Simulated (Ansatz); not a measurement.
In plane-wave PAW PBE (Ansatz code), GaAs in the hexagonal phase (P6_422; Ga on 3c, As on 3d) relaxes to a = 4.081 Å, c = 8.936 Å. Against the elements it lies at -0.16 eV/atom, with no fitted shifts.

Electronic character: no gap, with almost no states at the Fermi level (zero-gap or semimetallic).

An equation-of-state fit gives a bulk modulus of 63.8 GPa.

The start of the workflow was typed in or built on a structure type; neither database checked (COD, Materials Project) lists it. It is not the phase usual at ambient conditions (space group No. 216). The cell was relaxed with PBE under the symmetry of its start; its stability against distortions is not shown here. The references are the lowest solids computed at this level, not always the standard phases. Scalar-relativistic: spin–orbit coupling is off unless named, which matters more the heavier the elements.

Potentials: the later of the program's two PAW sets.
